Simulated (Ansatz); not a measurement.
Geometry optimisation in Ansatz: input, command and trajectory.

```yaml
crystal:
  lattice:
    - [-1.6029439688, 1.6029439688, 5.2155335478]
    - [1.6029439688, -1.6029439688, 5.2155335478]
    - [1.6029439688, 1.6029439688, -5.2155335478]
  atoms:
    - { symbol: Li, position: [0.0, 0.0, 0.0] }
    - { symbol: Au, position: [0.34, 0.34, 0.0] }
    - { symbol: Au, position: [0.66, 0.66, 0.0] }
basis:
  ecutwfc: 420
kpoints:
  mp_grid: { grid: [8, 8, 8] }
hamiltonian:
  xc: pbe
scf:
  occupations: { method: gaussian, width: 0.1 }
  lower_state_search: "off"
output:
  forces: true
  stress: true
  eigenvalues: true
relax:
  adjacent_minimum: "off"
  f_tol: 0.04
  max_steps: 70
  cell: { stress_tol: 0.4 }
```

```bash
ansatz run input.yaml --threads 1 --pin off --max-ram 2560MiB --backend cpu --events-out ev --progress --plain --runs-dir out
```

Computed with DFT PBE, scalar-relativistic, plane waves, PAW in Ansatz.

Of 7 frames 7 are shown, positions in Å and forces in eV/Å; the SCF threshold varies from step to step. Steps run on the plane waves of an earlier cell, with a Pulay correction in the pressure. The basis is chosen afresh for the last frame, the zero of the energies, and at times for earlier ones too; energy and pressure step there, also at an unchanged geometry.

```xyz
3
Lattice="-1.6029 1.6029 5.2155 1.6029 -1.6029 5.2155 1.6029 1.6029 -5.2155" Properties=species:S:1:pos:R:3:forces:R:3 pbc="T T T" step=1 free_energy_over_end_meV_per_atom=64.59 pressure_GPa=-5.49
Li    0.0000    0.0000    0.0000    0.0000    0.0000    0.0000
Au    0.0000    0.0000    3.5466    0.0000    0.0000    0.1777
Au    0.0000    0.0000    6.8845    0.0000    0.0000   -0.1777
3
Lattice="-1.5472 1.5472 4.9601 1.5472 -1.5472 4.9601 1.5472 1.5472 -4.9601" Properties=species:S:1:pos:R:3:forces:R:3 pbc="T T T" step=2 free_energy_over_end_meV_per_atom=22.34 pressure_GPa=1.69
Li    0.0000    0.0000    0.0000    0.0000    0.0000    0.0000
Au    0.0000    0.0000    3.4280    0.0000    0.0000    0.2514
Au    0.0000    0.0000    6.4922    0.0000    0.0000   -0.2514
3
Lattice="-1.5657 1.5657 4.8814 1.5657 -1.5657 4.8814 1.5657 1.5657 -4.8814" Properties=species:S:1:pos:R:3:forces:R:3 pbc="T T T" step=3 free_energy_over_end_meV_per_atom=15.16 pressure_GPa=0.66
Li    0.0000    0.0000    0.0000    0.0000    0.0000    0.0000
Au    0.0000    0.0000    3.4006    0.0000    0.0000   -0.0236
Au    0.0000    0.0000    6.3623    0.0000    0.0000    0.0236
3
Lattice="-1.6075 1.6075 4.7004 1.6075 -1.6075 4.7004 1.6075 1.6075 -4.7004" Properties=species:S:1:pos:R:3:forces:R:3 pbc="T T T" step=4 free_energy_over_end_meV_per_atom=6.44 pressure_GPa=0.06
Li    0.0000    0.0000    0.0000    0.0000    0.0000    0.0000
Au    0.0000    0.0000    3.2853    0.0000    0.0000   -0.2718
Au    0.0000    0.0000    6.1155    0.0000    0.0000    0.2718
3
Lattice="-1.6607 1.6607 4.5300 1.6607 -1.6607 4.5300 1.6607 1.6607 -4.5300" Properties=species:S:1:pos:R:3:forces:R:3 pbc="T T T" step=5 free_energy_over_end_meV_per_atom=3.21 pressure_GPa=-0.75
Li    0.0000    0.0000    0.0000    0.0000    0.0000    0.0000
Au    0.0000    0.0000    3.1445    0.0000    0.0000   -0.3109
Au    0.0000    0.0000    5.9155    0.0000    0.0000    0.3109
3
Lattice="-1.6491 1.6491 4.5335 1.6491 -1.6491 4.5335 1.6491 1.6491 -4.5335" Properties=species:S:1:pos:R:3:forces:R:3 pbc="T T T" step=6 free_energy_over_end_meV_per_atom=-0.24 pressure_GPa=0.18
Li    0.0000    0.0000    0.0000    0.0000    0.0000    0.0000
Au    0.0000    0.0000    3.1239    0.0000    0.0000   -0.0239
Au    0.0000    0.0000    5.9431    0.0000    0.0000    0.0239
3
Lattice="-1.6491 1.6491 4.5335 1.6491 -1.6491 4.5335 1.6491 1.6491 -4.5335" Properties=species:S:1:pos:R:3:forces:R:3 pbc="T T T" step=7 free_energy_over_end_meV_per_atom=0.00 pressure_GPa=0.17
Li    0.0000    0.0000    0.0000    0.0000    0.0000    0.0000
Au    0.0000    0.0000    3.1239    0.0000    0.0000   -0.0238
Au    0.0000    0.0000    5.9431    0.0000    0.0000    0.0238
```

The start puts this composition into another compound's structure type, which needn't suit it. At the end the space group is I4/mmm (tolerance 0.05 Å).

The run took 14 s on 1 thread of Intel(R) Xeon(R) 6975P-C (Granite Rapids), with other jobs on the host, peak memory 0.41 GiB.

The k mesh is coarse. Spin–orbit coupling is left out, which can shift energies with elements as heavy as these.